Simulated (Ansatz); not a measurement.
GePd:
```
CELL_PARAMETERS angstrom
      5.72792     0.00000     0.00000
      0.00000     3.59242     0.00000
      0.00000     0.00000     6.27416
ATOMIC_POSITIONS crystal
  Ge 0.81520 0.75000 0.57920
  Ge 0.18480 0.25000 0.42080
  Ge 0.68480 0.25000 0.07920
  Ge 0.31520 0.75000 0.92080
  Pd 0.99664 0.75000 0.19095
  Pd 0.00336 0.25000 0.80905
  Pd 0.50336 0.25000 0.69095
  Pd 0.49664 0.75000 0.30905
```

Relaxed with r²SCAN. Special points in fractions of this cell's reciprocal vectors: Γ (0.000, 0.000, 0.000); X (0.500, 0.000, 0.000); S (0.500, 0.500, 0.000); Y (0.000, 0.500, 0.000); Z (0.000, 0.000, 0.500); U (0.500, 0.000, 0.500); R (0.500, 0.500, 0.500); T (0.000, 0.500, 0.500).

Problem. List the band energies nearest the Fermi level at these points for r²SCAN (plane waves, PAW; program Ansatz).

Solution. In eV from the Fermi level; about four levels below and three above (degenerate sets whole), none deeper than 8.9 eV; points with the same levels are listed once.

| k | below | above |
|---|---|---|
| Γ | -2.26 -1.52 -1.26 -0.56 | 0.51 1.05 3.81 |
| X | -2.84 -2.84 -2.71 -2.71 | 0.59 0.59 1.83 1.83 |
| S | -1.91 -1.91 -1.91 -1.91 | 0.45 0.45 0.45 0.45 |
| Y | -1.22 -1.22 -0.75 -0.75 | 2.07 2.07 2.64 2.64 |
| Z | -1.84 -1.84 -0.37 -0.37 | 1.44 1.44 2.39 2.39 |
| U | -2.96 -2.96 -1.43 -1.43 | 0.59 0.59 2.44 2.44 |
| R | -2.45 -2.45 -2.45 -2.45 | 2.48 2.48 2.48 2.48 |
| T | -2.21 -2.21 -2.09 -2.09 | 0.42 0.42 0.77 0.77 |

Space group Pnma. The first step of the workflow began from a Materials Project structure, measured or hypothetical; the Crystallography Open Database files this formula in space group No. 62, but the cells were not matched. Whether it is the stable phase at ambient conditions was not checked. Symmetry was held in the r²SCAN relaxation; whether a distortion lowers the energy is not shown. No spin polarisation was allowed. Spin–orbit coupling is left out wherever it is not named.

Potentials: the later of the program's two PAW sets.
